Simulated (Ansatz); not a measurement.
Generalised stacking-fault energy along a line for KF (rock salt)

Generalised stacking fault of KF (rock salt) on the {100} plane. The cell below holds the perfect crystal with the plane normal along z; tilting its third vector by the shift puts one fault into each cell, between planes 2.66 Å apart, at fixed cell height.

```yaml
crystal:
  lattice:
    - [3.76062, 0.00000, 0.00000]
    - [0.00000, 3.76062, 0.00000]
    - [1.88031, 1.88031, 7.97748]
  atoms:
    - { symbol: K, position: [0.00000, 0.00000, 0.83333] }
    - { symbol: K, position: [0.33333, 0.33333, 0.16667] }
    - { symbol: K, position: [0.66667, 0.66667, 0.50000] }
    - { symbol: F, position: [0.50000, 0.50000, 0.83333] }
    - { symbol: F, position: [0.83333, 0.83333, 0.16667] }
    - { symbol: F, position: [0.16667, 0.16667, 0.50000] }
```

In-plane vectors a = (3.761, 0.000) Å, b = (0.000, 3.761) Å, area 14.14 Å². The shift is s times the vector a (length 3.761 Å), so s = 1 restores the start. The shift is rigid: no atom relaxes. γ = [E(shift) − E(0)] / area.

Method: r2SCAN (plane waves to 500 eV, PAW, scalar-relativistic; Ansatz, an electronic-structure program). k mesh 8×8×8 (Γ-centred), Fermi-Dirac smearing 0.05 eV. E is the zero-smearing estimate. Faults lie only 8.0 Å apart, and holding the cell height and the atoms raises γ above its relaxed value. KF was relaxed with its symmetry unable to fall. γ is measured from zero shift.

```json
[
 {"shift (Å)": "0.000", "γ (mJ/m²)": "0"},
 {"shift (Å)": "0.313", "γ (mJ/m²)": "22"},
 {"shift (Å)": "0.627", "γ (mJ/m²)": "86"},
 {"shift (Å)": "0.940", "γ (mJ/m²)": "182"},
 {"shift (Å)": "1.254", "γ (mJ/m²)": "287"},
 {"shift (Å)": "1.567", "γ (mJ/m²)": "369"},
 {"shift (Å)": "1.880", "γ (mJ/m²)": "400"},
 {"shift (Å)": "2.194", "γ (mJ/m²)": "369"},
 {"shift (Å)": "2.507", "γ (mJ/m²)": "287"},
 {"shift (Å)": "2.820", "γ (mJ/m²)": "182"},
 {"shift (Å)": "3.134", "γ (mJ/m²)": "86"},
 {"shift (Å)": "3.447", "γ (mJ/m²)": "22"}
]
```

Read from the data:

Highest computed γ on the line: 400 mJ/m²
Position of the highest point: s = 0.500
Local minima between the ends: no computed point is one
Steepest slope dγ/d(shift) before the first maximum (spline): 3.4 GPa

(The slope of γ gives the shear force per area between the displaced halves; near zero shift its curvature is an elastic stiffness.)
